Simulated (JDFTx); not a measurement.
System: Ir(111) (Fm-3m bulk; lattice of mp-101, not re-optimised at this level), 1x1 cell of 6 atoms in 6 planes, area 6.43 Å² a face, 11.1 Å between the outermost planes in a cell 27.1 Å high; k mesh 10×10×1, Fermi width 0.01 Ha, no spin polarisation.

All numbers are PBE, GBRV ultrasoft potentials, plane waves to 20/100 Ha results from JDFTx (a modified build), not measurements. Liquid: linear PCM (GLSSA13), water, 1 M KCl. The neutral cell holds 90 valence electrons and has two faces of 6.431 Å² each. Last filling lines of the neutral and of a charged run (μ in hartree, zero in the bulk liquid):

```
FillingsUpdate:  mu: -0.192973529  nElectrons: 90.000000
FillingsUpdate:  mu: -0.212417971  nElectrons: 89.935800
```

Working it through: both potentials, by the convention U = −μ/e − 4.44 V vs SHE, the surface charge density and the mean capacitance.

U_pzc = 0.19297 × 27.2114 − 4.44 = 0.81 V; U = 0.21242 × 27.2114 − 4.44 = 1.34 V. The cell has -0.0642 excess electrons, a net charge of 0.0642 e, shared by two faces: σ = 0.0642 e / (2 × 6.431 Å²) = 0.00499 e/Å² = 8.0 μC/cm² (1 e/Å² = 1602.18 μC/cm²). C = σ/(U − U_pzc) = 8.0/0.53 ≈ 15 μF/cm².
